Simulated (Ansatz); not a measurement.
HfScTaN3 (P3m1), relaxed with PBE (Ansatz, a program for electronic structure, plane waves, PAW): a = b = 3.174 Å, c = 7.743 Å, α = β = 90.00°, γ = 120.00°.

```
Item            Value
--------------  -----
ΔH_f (eV/atom)  -1.54
```

Task: The same phase is relaxed and computed with r²SCAN in the same code. What are the cell and these values now?

Result: a = 3.1618 Å, b = 3.1618 Å, c = 7.7063 Å, α = 90.00°, β = 90.00°, γ = 120.00°.

* **ΔH_f (eV/atom)**: -1.75

Typed or built starts, not in the databases checked: HfScTaN3, P3m1 (Pearson symbol hP6). All cells were relaxed under the symmetry of their starts (and spin orders); stability against distortions was not tested throughout. Rows with no word on spin ran without spin polarisation. Scalar-relativistic: spin–orbit coupling is off unless named, which matters more the heavier the elements.

Potentials: the later of the program's two PAW sets.

Ansatz is a plane-wave DFT program.

Formation energies count from the lowest solids of the elements computed at the same level, not from gases.
